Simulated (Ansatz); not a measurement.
Consider the following.

ZnS:
```cif
data_S4Zn4
_chemical_formula_sum 'Zn4 S4'
_space_group_name_H-M_alt 'F-43m'
_space_group_IT_number 216
_space_group_name_Hall 'F -4 2 3'
_cell_length_a 5.29681
_cell_length_b 5.29681
_cell_length_c 5.29681
_cell_angle_alpha 90.000
_cell_angle_beta 90.000
_cell_angle_gamma 90.000
loop_
_atom_site_label
_atom_site_type_symbol
_atom_site_symmetry_multiplicity
_atom_site_Wyckoff_symbol
_atom_site_fract_x
_atom_site_fract_y
_atom_site_fract_z
_atom_site_occupancy
Zn1 Zn 4 a 0.00000 0.00000 0.00000 1
S1 S 4 c 0.25000 0.25000 0.25000 1
```
(The calculation used a cell of 2 atoms; values per cell refer to that cell.)

This is the LDA-relaxed structure.

Question: All from LDA (plane waves, PAW; program Ansatz), unless another level is named. Estimate the hole effective mass, band 1 of 3 at the edge.

Answer: 0.63 along [100], 3.3 along [110], 1.4 along [111] (mₑ).

Question: Predict the formation energy from the elements (no fitted shifts).

Answer: -0.84 eV/atom.

Question: What about the electron effective mass?

Answer: 0.17 mₑ (isotropic).

Question: Give the valence-band maximum.

Answer: at Γ.

Question: Give the weight of the valence-edge state by species (Voronoi cells).

Answer: S 77 %, Zn 23 %.

The cell was relaxed with LDA under the symmetry of its start; phonons on a q-mesh show no instability. The references are the lowest solids computed at this level, not always the standard phases.

Potentials: the earlier of the program's two PAW sets.

Edges and masses are those of Kohn–Sham bands, whose gap is no quasiparticle gap.
